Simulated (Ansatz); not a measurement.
Pb (fcc (Cu type), Fm-3m) at seven volumes, DFT-PBE in the program Ansatz with PAW potentials, scaled uniformly. One row is withheld.

```json
[
 {"V (Å³/atom)": "29.143", "P (GPa)": "4.68"},
 {"V (Å³/atom)": "30.104", "P (GPa)": "2.82"},
 {"V (Å³/atom)": "31.064", "P (GPa)": "1.28"},
 {"V (Å³/atom)": "32.025", "P (GPa)": "0.00"},
 {"V (Å³/atom)": "32.986", "P (GPa)": "?"},
 {"V (Å³/atom)": "33.947", "P (GPa)": "-2.00"},
 {"V (Å³/atom)": "34.907", "P (GPa)": "-2.80"}
]
```

Q: Fit the shown pressures and predict the withheld one.

A: P = (3/2)B₀(x^(7/2) − x^(5/2))[1 + (3/4)(B′ − 4)(x − 1)] with x = (V₀/V)^(2/3). Least squares on the six rows gives V₀ = 32.018 Å³/atom, B₀ = 39.6 GPa, B′ = 4.78. At V = 32.986, x = 0.9803 and P = -1.10 GPa. The run itself gave -1.08 GPa.

Symmetry was held in the PBE relaxation. Scalar-relativistic: spin–orbit coupling is off unless named, which matters more the heavier the elements.

Potentials: the later of the program's two PAW sets.
